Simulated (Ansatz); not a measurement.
Input:

Sn (beta-Sn type, space group I4_1/amd)

```
Sn
1.0
   -2.97355     2.97355     1.60610
    2.97355    -2.97355     1.60610
    2.97355     2.97355    -1.60610
Sn
2
Direct
  0.75000   0.25000   0.50000
  0.00000   0.00000   0.00000
```

In each cell atom 2 (Sn, nearest neighbour Sn at 3.080 Å; its periodic images, 3.2 Å or more away, move with it) moves by s·(0.707, 0.707, 0.000) (along Cartesian [110]), the rest being held.

Calculation: PBE (plane waves to 420 eV, PAW, scalar-relativistic; Ansatz, an electronic-structure program). k mesh 13×13×13 (Γ-centred), Fermi-Dirac smearing 0.05 eV. Energies are smeared free energies. With partly filled bands, energies and forces of such displacements shift with the k mesh and the smearing. Sn was relaxed with its symmetry unable to fall. The PAW data are Ansatz's earlier set. The zero of ΔE is the undisplaced structure.

The scan covers s from -0.920 to 0.920 Å in 11 points.

Problem. Is the energy the same for equal positive and negative displacements?

Solution. Even: the same for both signs. With its periodic images moving along, the atom's site symmetry in this cell is -4m2.

Problem. What force acts on the atom along the line at s = -0.920 Å?

Solution. 3.45 eV/Å.

Problem. What is the force constant k = d²E/ds² of this move at s = 0?

Solution. 3.14 eV/Å².

Problem. With two atoms in the cell this is the zone-centre optical mode. What wavenumber follows?

Solution. 120 cm⁻¹.

(For displaced atoms, the force is minus the slope of the energy, and its curvature is a force constant, which sets phonon frequencies.)
